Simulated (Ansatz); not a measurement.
Method: DFT PBE, scalar-relativistic, plane waves, PAW in Ansatz 0.2.0. Settings: cutoff 420 eV, Γ-centred meshes spaced at most about 0.3 Å⁻¹ (2π included), Gaussian smearing. No spin polarisation in the final relaxations.

All energies are static (0 K, no zero-point motion).

Two forms of CeHf2O6 were relaxed alike.

A. Space group P-3m1 (No. 164), trigonal, a = 3.710 Å, c = 8.965 Å. Around Ce lie 8 O at 2.31–2.40 Å, 6 Ce at 3.71 Å and 6 Hf at 3.74 Å; Hf is surrounded by 8 O at 2.14–2.25 Å, 9 Hf at 3.54–3.71 Å and 3 Ce at 3.74 Å; O on its first site is surrounded by 4 Hf at 2.14–2.25 Å and 6 O at 2.54–2.59 Å; O on its second site has 3 Hf at 2.24 Å, 1 Ce at 2.40 Å and 6 O at 2.54–2.64 Å; around O on its third site lie 1 Hf at 2.21 Å, 3 Ce at 2.31 Å and 6 O at 2.64–2.75 Å.

B. Space group I4/mmm (No. 139), tetragonal, a = 3.683 Å, c = 15.731 Å. Ce is surrounded by 8 O at 2.32 Å, 4 Ce at 3.68 Å and 8 Hf at 3.73 Å; around Hf lie 8 O at 2.23 Å, 8 Hf at 3.63–3.68 Å and 4 Ce at 3.73 Å; O on a site of symmetry -4m2 has 4 Hf at 2.23 Å and 6 O at 2.52–2.60 Å; O on a site of symmetry 2mm has 2 Hf at 2.23 Å, 2 Ce at 2.32 Å, 5 O at 2.52–2.60 Å and 1 O at 2.83 Å.

Question: Which would you expect to be lower, and how large is the difference?

Answer: A is lower, by 11 meV/atom. A has Ce and Hf ordered on fluorite sites, space group P-3m1 (No. 164), 11.9 Å³/atom and a gap of 1.59 eV on its mesh; B has Ce and Hf ordered on fluorite sites, space group I4/mmm (No. 139), 11.9 Å³/atom and a gap of 1.81 eV. Both come from invented guesses.

These runs have no spin–orbit coupling, which can matter for Hf. Kohn–Sham gaps at this level usually fall short of measured ones. The 4f shell of Ce is treated without a Hubbard U, which places its levels poorly. Cells relaxed within their symmetry can be saddle points.
